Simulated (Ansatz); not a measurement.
**How the vibrations of CuSn change with volume**

Level of theory: DFT LDA, scalar-relativistic, plane waves, PAW in Ansatz. Plane waves to 420 eV; Γ-centred k mesh 12×12×8; Fermi-Dirac smearing of 0.15 eV. No spin polarisation. Phonons by linear response, acoustic sum rule imposed.

The cell, relaxed at this level:
```
Cu Sn
1.0
     4.07400    0.00000    0.00000
    -2.03700    3.52819    0.00000
     0.00000    0.00000    4.92797
Cu Sn
2 2
Direct
  0.00000 0.00000 0.00000
  0.00000 0.00000 0.50000
  0.33333 0.66667 0.25000
  0.66667 0.33333 0.75000
```

In a metal, frequencies depend on the k mesh and the smearing, soft modes most.

Cells at 0.98 and 1.02 times the equilibrium volume were relaxed in shape and atoms; γ = −d ln ν / d ln V, modes matched by rank.

Question: Give the optical frequencies at Γ (cm⁻¹) at the three volumes and the mode Grüneisen parameters.

Answer:
```json
{"0.98 V": "125", "V": "119", "1.02 V": "114", "γ": "2.40", "degeneracy": "2"}
{"0.98 V": "127", "V": "122", "1.02 V": "116", "γ": "2.17", "degeneracy": "1"}
{"0.98 V": "139", "V": "133", "1.02 V": "127", "γ": "2.29", "degeneracy": "2"}
{"0.98 V": "141", "V": "135", "1.02 V": "130", "γ": "2.13", "degeneracy": "1"}
{"0.98 V": "199", "V": "190", "1.02 V": "182", "γ": "2.14", "degeneracy": "2"}
{"0.98 V": "254", "V": "243", "1.02 V": "232", "γ": "2.27", "degeneracy": "1"}
```

Question: What pressures hold the two strained cells, and what bulk modulus follows?

Answer: 2.14 GPa at 0.98 V and -1.90 GPa at 1.02 V, so B = −dP/d ln V ≈ 101 GPa.